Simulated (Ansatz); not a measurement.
The relaxed structure here is a generated cell of Ni: the first start was made by a random draw of sites in a space group, and the end was not matched to a known phase here, so it may be hypothetical. Known forms of Ni include space group No. 225.

A relaxed structure of Ni. Space group P6₃/mmc (No. 194), hcp (Mg type). Calculation: PBEsol (plane waves to 420 eV, PAW, scalar-relativistic; Ansatz, a first-principles code).

```cif
data_Ni2
_chemical_formula_sum 'Ni2'
_space_group_name_H-M_alt 'P63/mmc'
_space_group_IT_number 194
_space_group_name_Hall '-P 6c 2c'
_cell_length_a 2.44680
_cell_length_b 2.44680
_cell_length_c 4.01738
_cell_angle_alpha 90.000
_cell_angle_beta 90.000
_cell_angle_gamma 120.000
loop_
_atom_site_label
_atom_site_type_symbol
_atom_site_symmetry_multiplicity
_atom_site_Wyckoff_symbol
_atom_site_fract_x
_atom_site_fract_y
_atom_site_fract_z
_atom_site_occupancy
Ni1 Ni 2 c 0.33333 0.66667 0.25000 1
```

Task: Estimate the magnetic moment that PBEsol returns for this input.

Result: Net 0.63 μB/atom, ferromagnetic.

Spin state reached: ferromagnetic (net 0.63 μB/atom), from parallel starting moments; other spin orders were not run from this start.

The run could not lose the symmetry of its start; a randomly shaken copy of 4 atoms returns to this structure.
